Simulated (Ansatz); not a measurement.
The start is a generated trial cell of GaN in the zincblende structure type. The structure is fully relaxed (lattice and positions, P = 0) with r2SCAN (plane waves to 500 eV, PAW, scalar-relativistic; Ansatz, an electronic-structure program). The first steps use a coarse 9×9×9 k-mesh.

Input geometry:
```
CELL_PARAMETERS angstrom
      0.00000     2.26182     2.26182
      2.26182     0.00000     2.26182
      2.26182     2.26182     0.00000
ATOMIC_POSITIONS crystal
  N  0.75000 0.75000 0.75000
  Ga 0.00000 0.00000 0.00000
```

Task: What pressure does the first self-consistent step give?

Result: -3.2 GPa (negative: the cell is under tension).

Task: How much energy is released per atom?

Result: 2 meV/atom.

Task: How does the volume change?

Result: -1.7 %, from 11.57 to 11.38 Å³/atom.

Task: How do the shortest distances between atoms change?

Result: The closest pairs of elements (up to four, under 3.6 Å), start → end: Ga–N 1.96 → 1.95 Å; N–N 3.20 → 3.18 Å; Ga–Ga 3.20 → 3.18 Å.

Task: What does it relax into? Give the structure.

Result: 
Space group F-43m (No. 216); a = b = c = 4.498 Å, α = β = γ = 90.00°

```tsv
atom	site	symmetry	x	y	z
N	4c	-43m	0.2500	0.2500	0.2500
Ga	4a	-43m	0.0000	0.0000	0.0000
```
(The calculation used a cell of 2 atoms; values per cell refer to that cell.)

The space group stays F-43m (No. 216) (the run could not lower it); the end is zinc blende type, with 2 atoms in the primitive cell. Final values are on a 13×13×13 k-mesh of the relaxed cell. No spin polarisation in the result.

The run could not lose the symmetry of its start; a randomly shaken copy of 2 atoms returns to this structure.

All atoms sit on sites fixed by symmetry, so only the cell could relax.
